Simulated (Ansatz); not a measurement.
## MgCr2Ge4O12: Electric field gradients

The cell is a Materials Project structure (computed, not necessarily an observed phase).

```xyz
19
Lattice="5.1884 -4.4119 0.0000 5.1884 4.4119 0.0000 -2.0888 0.0000 5.1022" Properties=species:S:1:pos:R:3 pbc="T T T"
Mg    5.1884   -1.9928    0.0000
Cr    5.1884    3.5915    0.0000
Cr    4.1441   -3.6626    2.5511
Ge    3.0342    0.8296    0.0733
Ge    5.2539    0.8296    5.0289
Ge    6.3475   -0.8709    2.5763
Ge    1.9406   -0.8709    2.5258
O     3.0502    0.2515    1.7302
O     5.2379    0.2515    3.3720
O     6.3421   -0.3535    0.8135
O     1.9460   -0.3535    4.2887
O     2.7293   -2.3556    3.0161
O     5.5588   -2.3556    2.0860
O     6.7781    2.4545    0.1222
O     1.5100    2.4545    4.9800
O    -0.7651    0.7904    4.5866
O     9.0532    0.7904    0.5156
O     8.0337   -0.7140    3.0925
O     0.2544   -0.7140    2.0097
```

Atoms are numbered from 1 in the order listed; like atoms form one site, named after its first atom.

Computed with Ansatz: DFT, PBE+U (U = 3.5 eV on Cr d), plane waves and PAW, scalar-relativistic, collinear spin, 420 eV cutoff, Γ-centred 4×4×5 k-points, Fermi–Dirac smearing 0.02 eV. Start moments as typed (μB): 0 -3 3 0 0 0 0 0 0 0 0 0 0 0 0 0 0 0 0 by atom.

Conventions: |V_zz| ≥ |V_yy| ≥ |V_xx|, η = (V_xx − V_yy)/V_zz, C_Q = eQV_zz/h.

²⁵Mg: I = 5/2, Q = 199.4 mb; ⁵³Cr: I = 3/2, Q = -150.0 mb; ⁷³Ge: I = 9/2, Q = -196.0 mb; ¹⁷O: I = 5/2, Q = -25.58 mb. Q values from Pyykkö, Mol. Phys. 116, 1328 (2018).

```
site  atoms (order as listed)                                                      first shell  V_zz (10²¹ V/m²)     η  C_Q (MHz)
  Mg                        1                                               6 O at 2.15–2.16 Å              1.71  0.48       8.25
 Cr2                        2                                               6 O at 1.96–2.15 Å             -2.27  0.21       8.23
 Cr3                        3                                               6 O at 1.98–2.05 Å              2.98  0.10      -10.8
 Ge4                     4, 5                                               4 O at 1.73–1.81 Å             -6.33  0.48       30.0
 Ge6                     6, 7                           4 O at 1.75–1.84 Å; also 1 O at 2.66 Å             10.52  0.73      -49.9
  O8                     8, 9                                  2 Ge at 1.75–1.77 Å, angle 129°             12.57  0.54      -7.77
 O10                   10, 11                              2 Ge at 1.79–1.84 Å, 1 Mg at 2.16 Å             10.39  0.94      -6.42
 O12                   12, 13                   1 Ge at 1.75 Å, 1 Cr at 1.98 Å, 1 Mg at 2.15 Å             10.90  0.37      -6.74
 O14                   14, 15  1 Ge at 1.73 Å, 1 Cr at 1.96 Å, angle 143°; also 1 Ge at 2.66 Å             11.26  0.50      -6.96
 O16                   16, 17              1 Ge at 1.81 Å, 2 Cr at 2.05–2.15 Å, 1 Mg at 2.16 Å              7.08  0.60      -4.38
 O18                   18, 19                                   1 Ge at 1.77 Å, 2 Cr at 2.03 Å              9.84  0.89      -6.09
```

At O12 and O16 V_zz points along its shortest bond, to Ge (within 9°) in each case. At O8 V_zz runs parallel to the line that joins its two neighbours (within 3°). At O14 V_zz points along the shorter of its two bonds, to Ge (within 9°).

The largest force is 0.3 eV/Å, so the atoms aren't at the calculated equilibrium and relaxing them would move these values. Runs of this kind can end above the lowest electronic state. The magnetic order is the one that the run reached from its start moments, not necessarily the measured one; the program found signs of a lower order. Where η is near 1 the sign of V_zz means little.
